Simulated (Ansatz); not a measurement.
GaN:
```cif
data_Ga2N2
_chemical_formula_sum 'Ga2 N2'
_space_group_name_H-M_alt 'P63mc'
_space_group_IT_number 186
_space_group_name_Hall 'P 6c -2c'
_cell_length_a 3.18328
_cell_length_b 3.18328
_cell_length_c 5.18379
_cell_angle_alpha 90.000
_cell_angle_beta 90.000
_cell_angle_gamma 120.000
loop_
_atom_site_label
_atom_site_type_symbol
_atom_site_symmetry_multiplicity
_atom_site_Wyckoff_symbol
_atom_site_fract_x
_atom_site_fract_y
_atom_site_fract_z
_atom_site_occupancy
Ga1 Ga 2 b 0.66667 0.33333 0.49910 1
N1 N 2 b 0.33333 0.66667 0.37590 1
```

Relaxed with r²SCAN. The program Ansatz at the r²SCAN level (PAW) gives a gap of 2.35 eV.

What gap does HSE06 give on the same cell (Ansatz, PAW)?

3.20 eV, 0.85 eV more. The hybrid was solved on a coarser mesh and at special points; its gap is the smallest among all of these.

| k | v1 r²SCAN | c1 r²SCAN | v1 HSE06 | c1 HSE06 |
|---|---|---|---|---|
| Γ | 0.00 | 2.35 | 0.00 | 3.20 |
| A | -0.55 | 4.78 | (withheld) | (withheld) |
| K | -2.80 | 5.61 | (withheld) | (withheld) |
| H | -1.52 | 7.03 | -1.58 | 7.90 |
| M | -1.03 | 5.59 | (withheld) | (withheld) |
| L | -1.95 | 4.90 | (withheld) | (withheld) |

Top valence (v1) and lowest conduction level (c1) in eV from each method's valence maximum (which need not be a listed point): supply the withheld HSE06 values.


- A, v1 HSE06: -0.58
- A, c1 HSE06: 5.68
- L, v1 HSE06: -2.03
- L, c1 HSE06: 5.69
- K, v1 HSE06: -2.96
- K, c1 HSE06: 6.33
- M, v1 HSE06: -1.08
- M, c1 HSE06: 6.37

Cost on shared cores: the r²SCAN run (SCF on a 10×10×6 mesh, then bands and DOS) around 26 core-seconds (rough), the HSE06 run (SCF on 7×7×4, then a few points) roughly 70 core-seconds; the tasks are unlike.

Space group P6_3mc (wurtzite). The r²SCAN relaxation kept the symmetry of its start; phonons on a q-mesh show no instability. Scalar-relativistic: spin–orbit coupling is off unless named, which matters more the heavier the elements.

Potentials: the earlier of the program's two PAW sets.
